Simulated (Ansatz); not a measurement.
## Kick test of a cell of Al4O

The structure comes from a generated guess, relaxed at this level; another structure or a mixture of phases may lie lower.

Method: DFT PBE, scalar-relativistic, plane waves, PAW (Ansatz 0.2.0). Cutoff 420 eV; k points 12×12×12 on the computed 5-atom cell (Γ-centred); Gaussian smearing, width 0.10 eV; no spin polarisation.

The cell below (5 atoms, space group P6/mmm (No. 191)) is relaxed within its symmetry.

```yaml
crystal:
  lattice:
    - [5.65935, 0.00000, 0.00000]
    - [-2.82967, 4.90114, 0.00000]
    - [0.00000, 0.00000, 3.41220]
  atoms:
    - { symbol: Al, position: [0.50000, 0.00000, 0.50000] }
    - { symbol: Al, position: [0.00000, 0.50000, 0.50000] }
    - { symbol: Al, position: [0.50000, 0.50000, 0.50000] }
    - { symbol: Al, position: [0.00000, 0.00000, 0.50000] }
    - { symbol: O, position: [0.00000, 0.00000, 0.00000] }
```

For the test a repeat of it with 10 atoms (edges 5.66, 5.66, 6.82 Å) was strained at random (σ = 1.5 % a component), the atoms were moved at random (σ = 0.15 Å), and all was relaxed again on a coarse 6×6×4 mesh (in the run’s order of axes) with 0.20 eV smearing, with no symmetry imposed.

The cell is a metal run without spin; a magnetic state may lie lower.

Task: What happens?

Result: It doesn't return. The energy falls by 321 meV/atom on that mesh, the volume changes by 9.4 %, and the end has space group Cm (No. 8) at a loose tolerance. Relaxed again on an 8×8×6 mesh with 0.10 eV smearing, the new structure lies 324 meV/atom below the first (mesh in the axes of the run's cell; the cell below is made exact in the group named). Space group Cm (No. 8), monoclinic, a = 9.223 Å, b = 5.540 Å, c = 8.265 Å, β = 101.4°. Around Al on a site of symmetry 1 lie 8 Al at 2.68–2.87 Å; Al on a second site of symmetry 1 has 1 O at 1.83 Å and 7 Al at 2.63–2.91 Å; around Al on a site of symmetry m lie 9 Al at 2.68–2.95 Å; O on its first site is surrounded by 2 Al at 1.70–1.71 Å; 4 more sites not described.

```
Al O
1.0
     4.61158   -2.77020    0.00000
     4.61158    2.77020    0.00000
    -1.63927    0.00000    8.10032
Al O
8 2
Direct
  0.46291 0.95591 0.67924
  0.54098 0.06592 0.37835
  0.95591 0.46291 0.67924
  0.06592 0.54098 0.37835
  0.45567 0.45567 0.67370
  0.56486 0.56486 0.38880
  0.98022 0.98022 0.79851
  0.05809 0.05809 0.21897
  0.02972 0.02972 0.00962
  0.88521 0.88521 0.29499
```
